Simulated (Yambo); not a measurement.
```xyz
2
Lattice="0.0000 2.6829 2.6829 2.6829 0.0000 2.6829 2.6829 2.6829 0.0000" Properties=species:S:1:pos:R:3 pbc="T T T"
Cl     2.6829     2.6829     2.6829
Ag     5.3659     5.3659     5.3659
```

Response from Yambo on norm-conserving PBEsol (Quantum ESPRESSO, 82 Ry, scalar-relativistic) bands: 14×14×14 mesh, 36 bands, 4 Ry local-field block, 0.2 eV broadening.

### Question
Give the static electronic dielectric constant without and with local fields.

### Answer
| field along | ε(0), independent particles | ε(0), RPA with local fields | refractive index √ε |
|---|---|---|---|
| x | 5.91 | 5.53 | 2.35 |
Electronic (clamped-ion) response only. PBEsol gaps are usually too small, which raises these values. Convergence of the RPA response with its 14×14×14 mesh was not tested.

Spin-orbit coupling is not included.

Geometry strained from the cell relaxed with PBEsol, atoms relaxed again.
